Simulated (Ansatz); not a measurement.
# Sn, one cell by several methods

```xyz
2
Lattice="0.0000 3.2456 3.3430 3.2456 0.0000 3.3430 3.2456 3.2456 0.0000" Properties=species:S:1:pos:R:3 pbc="T T T"
Sn    3.2456    3.2456    3.3430
Sn    4.8684    4.8684    5.0145
```

Atom numbers follow the list: Sn1, Sn2.

The cell is COD entry 9008568, as deposited and not checked against the literature; nothing was relaxed. The listed cell was then made from it by scaling, straining or moving an atom.

No spin–orbit coupling, which matters for the heavy atoms here.

All numbers are computed: DFT, LDA, PAW with Ansatz's default frozen-core files, scalar-relativistic (Ansatz 0.2.0); DFT, LDA, all-electron LAPW, scalar-relativistic (Ansatz 0.2.0).

For PAW: a Γ-centred 9×9×9 k mesh, Fermi–Dirac smearing of 0.03 eV, cutoff 420 eV, no spin polarisation; the PAW files were made with PBE, and the program remakes their frozen cores for this functional. LAPW targets a basis error of 0.25 meV/atom. The Ansatz runs share mesh, smearing and spin set-up. Plane-wave (PAW) pressures include the program's estimate of the Pulay term.

Stress and pressure are positive in compression.

PAW results:

```
       quantity    PAW
 pressure (GPa)  -1.51
stress xx (GPa)  -1.23
stress zz (GPa)  -2.09
```

Problem. What does all-electron LAPW give for the same quantities?

Solution. 
```csv
quantity,LAPW
pressure (GPa),-1.51
stress xx (GPa),-1.22
stress zz (GPa),-2.09
```
